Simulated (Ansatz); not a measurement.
Put Sc₂TaF₃ in P4/mmm (No. 123): Sc on 1c and 1b; Ta on 1d; F on 2f and 1a.

The calculation used DFT PBE, scalar-relativistic, plane waves, PAW (Ansatz). Cutoff 420 eV, Γ-centred mesh, Gaussian smearing, collinear spin.

Energies over the elements count from the elements' standard structures at the same level (F₂ as a molecule), with no fitted energy shifts.

Q: Which cell and coordinates does it relax to?

A:

Space group P4/mmm (No. 123). a = 4.411 Å, b = 4.411 Å, c = 5.209 Å, α = 90.00°, β = 90.00°, γ = 90.00°
```json
{"atom": "Sc", "site": "1c", "symmetry": "4/mmm", "x": "0.5000", "y": "0.5000", "z": "0.0000"}
{"atom": "Sc", "site": "1b", "symmetry": "4/mmm", "x": "0.0000", "y": "0.0000", "z": "0.5000"}
{"atom": "Ta", "site": "1d", "symmetry": "4/mmm", "x": "0.5000", "y": "0.5000", "z": "0.5000"}
{"atom": "F", "site": "2f", "symmetry": "mmm.", "x": "0.5000", "y": "0.0000", "z": "0.0000"}
{"atom": "F", "site": "1a", "symmetry": "4/mmm", "x": "0.0000", "y": "0.0000", "z": "0.0000"}
```

Around Sc on its first site lie 4 F at 2.21 Å and 2 Ta at 2.60 Å; around Sc on its second site lie 2 F at 2.60 Å and 4 Ta at 3.12 Å; Ta is surrounded by 2 Sc at 2.60 Å and 4 Sc at 3.12 Å; around F on a site of symmetry mmm lie 2 F at 2.21 Å and 2 Sc at 2.21 Å; 1 more site not described. Another local minimum with the same sites may exist.

Q: And its energy and gap?

A: The formation energy is −0.93 eV/atom and the gap on the 8×8×8 mesh of the 6-atom cell is 0 eV (a metal). The net moment per atom is 0.48 μB and the moment by site is Sc 0.2, 0.1; Ta 1.2 μB.

The last run used collinear spin and Gaussian smearing of 0.10 eV. These runs have no spin–orbit coupling, which can matter for Ta. The magnetic state reached may not be the lowest. Symmetry constrained the relaxation, so the result can be a saddle point. Another cell of Sc2TaF3 relaxed alike but without spin, in Cmmm, lies 0.79 eV/atom lower, so this cell isn't the stable form at this level. Site moments count only spheres around the atoms; the net moment includes the space between them.
